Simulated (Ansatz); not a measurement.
A plane-wave DFT run in Ansatz 0.2.0 (scalar-relativistic PAW potentials unless the input names others): input and command.

```yaml
crystal:
  lattice:
    - [7.0864504292, 0.0, 0.0]
    - [-3.5432252146, 6.1370460943, 0.0]
    - [0.0, 0.0, 4.0620071385]
  atoms:
    - { symbol: Tl, position: [0.3333333333, 0.6666666667, 0.25] }
    - { symbol: Tl, position: [0.6666666667, 0.3333333333, 0.75] }
    - { symbol: Si, position: [0.8747334183, 0.7494668366, 0.25] }
    - { symbol: Si, position: [0.1252665817, 0.8747334183, 0.75] }
    - { symbol: Si, position: [0.2505331634, 0.1252665817, 0.25] }
    - { symbol: Si, position: [0.1252665817, 0.2505331634, 0.75] }
    - { symbol: Si, position: [0.8747334183, 0.1252665817, 0.25] }
    - { symbol: Si, position: [0.7494668366, 0.8747334183, 0.75] }
basis:
  ecutwfc: 420
kpoints:
  mp_grid: { grid: [6, 6, 10] }
hamiltonian:
  xc: PBE-sol
scf:
  occupations: { method: gaussian, width: 0.1 }
  max_iter: 75
output:
  forces: true
  eigenvalues: true
  stress: true
```

```bash
ansatz run input.yaml --threads 1 --pin off --max-ram 2560MiB --backend cpu --events-out ev --progress --plain --runs-dir out
```

Question: Will this input run?

Answer: The program refuses it, because of an unknown functional (hamiltonian.xc: "pbe" → "PBE-sol"; the functional meant is spelt pbesol). With the sound run's settings it is accepted.

Abridged log:
```
Error: YAML parse error: error: line 20 column 7: hamiltonian.xc: unknown variant `PBE-sol`, expected one of `lda`, `lda-pw`, `pw92`, `pbe`, `pbesol`, `rpbe`, `revpbe`, `blyp`, `pbe0`, `revpbe0`, `b3lyp`, `b3lyp5`, `hse06`, `wpbeh`, `hiss`, `lc_wpbe`, `cam_b3lyp`, `hf`, `r2scan`, `r2scanh`, `r2scan0`, `r2scan50`, `mr2scan`
  --> <input>:20:7
   |
18 |   mp_grid: { grid: [6, 6, 10] }
19 | hamiltonian:
20 |   xc: PBE-sol
   |       ^ hamiltonian.xc: unknown variant `PBE-sol`, expected one of `lda`, `lda-pw`, `pw92`, `pbe`, `pbesol`, `rpbe`, `revpbe`, `blyp`, `pbe0`, `revpbe0`, `b3lyp`, `b3lyp5`, `hse06`, `wpbeh`, `hiss`, `lc_wpbe`, `cam_b3lyp`, `hf`, `r2scan`, `r2scanh`, `r2scan0`, `r2scan50`, `mr2scan`
21 | scf:
22 |   occupations: { method: gaussian, width: 0.1 }
   |
```